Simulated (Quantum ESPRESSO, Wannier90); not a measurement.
# AlNi (CsCl type): Wannier90 run

```yaml
crystal:
  lattice:
    - [2.85971, 0.00000, 0.00000]
    - [0.00000, 2.85971, 0.00000]
    - [0.00000, 0.00000, 2.85971]
  atoms:
    - { symbol: Al, position: [0.50000, 0.50000, 0.50000] }
    - { symbol: Ni, position: [0.00000, 0.00000, 0.00000] }
```

Materials Project entry mp-1487; symmetrised, unrelaxed at this level. COD (Crystallography Open Database) has an entry of this formula and space group (matched by these alone). Method: PBEsol plane waves in Quantum ESPRESSO 7.5 (PseudoDojo norm-conserving files, 79 Ry, no spin polarisation, no spin-orbit coupling), Bloch states on a 10×10×10 mesh through Γ, Wannier90 4.0.1. Density: 14×14×14 mesh, cold smearing 0.01 Ry. A non-magnetic state is assumed; magnetic ones were not tried.

The plane-wave run has 26 bands and 21 electrons a cell. On the energy scale of pw.x, whose zero is arbitrary, the Fermi level lies at 14.39 eV.

Isolated groups of bands, relative to the Fermi level (bands from 5 on overlap up to the last one computed):

```csv
bands,from (eV),to (eV),filling,weight on atomic waves
1,-103.12,-103.11,filled,Ni 3s 96 %
2–4,-63.65,-63.62,filled,Ni 3p 100 %
```

Input w.win, without the blocks of cell, atoms and k-points (1000 lines):

```
num_bands = 22
num_wann = 13
exclude_bands = 1-4
num_iter = 800
conv_tol = 1.0e-6
conv_window = 4
dis_num_iter = 1000
dis_conv_tol = 1.0e-6
dis_froz_max = 30.64
write_hr = true
write_u_matrices = true
begin projections
Al: s;p
Ni: s;p;d
end projections
mp_grid = 10 10 10
```

wannier90.x stops with:
```
dis_windows: More states in the frozen window than target WFs
```
At some k-point more bands lie below dis_froz_max than there are Wannier functions, and every frozen state has to fit into the subspace. Mended as below, all else unchanged, the run goes through (Ω_I = 10.1 Å²) and follows the plane-wave bands to 2.5 meV rms (states up to 1.0 eV relative to the Fermi level).
```
dis_froz_max = 15.89
```
